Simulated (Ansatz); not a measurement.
Cr (bcc (W type), Im-3m) under volume change, PBE in the plane-wave PAW code Ansatz, scaled uniformly.

```json
[
 {"V (Å³/atom)": "10.709", "E − E(relaxed) (meV/atom)": "68.3", "P (GPa)": "23.02"},
 {"V (Å³/atom)": "11.062", "E − E(relaxed) (meV/atom)": "28.7", "P (GPa)": "13.87"},
 {"V (Å³/atom)": "11.415", "E − E(relaxed) (meV/atom)": "6.7", "P (GPa)": "6.30"},
 {"V (Å³/atom)": "11.768", "E − E(relaxed) (meV/atom)": "0.0", "P (GPa)": "-0.01"},
 {"V (Å³/atom)": "12.121", "E − E(relaxed) (meV/atom)": "5.7", "P (GPa)": "-5.00"},
 {"V (Å³/atom)": "12.474", "E − E(relaxed) (meV/atom)": "21.2", "P (GPa)": "-8.82"},
 {"V (Å³/atom)": "12.827", "E − E(relaxed) (meV/atom)": "43.9", "P (GPa)": "-11.71"}
]
```

**Question.** What does a third-order Birch–Murnaghan fit give for V₀, B₀ and B′?

**Answer.** V₀ = 11.77 Å³/atom, B₀ = 182 GPa, B′ = 6.3.

Symmetry was held in the PBE relaxation, as lowered by the spin order. Spin order of the final state: antiferromagnetic, chosen from 3 collinear starts compared on coarse meshes (ties went to the first, and starts can fall back to one state), not a proven ground state. Textbook magnetic order: a spin-density-wave antiferromagnet.

Potentials: the earlier of the program's two PAW sets.
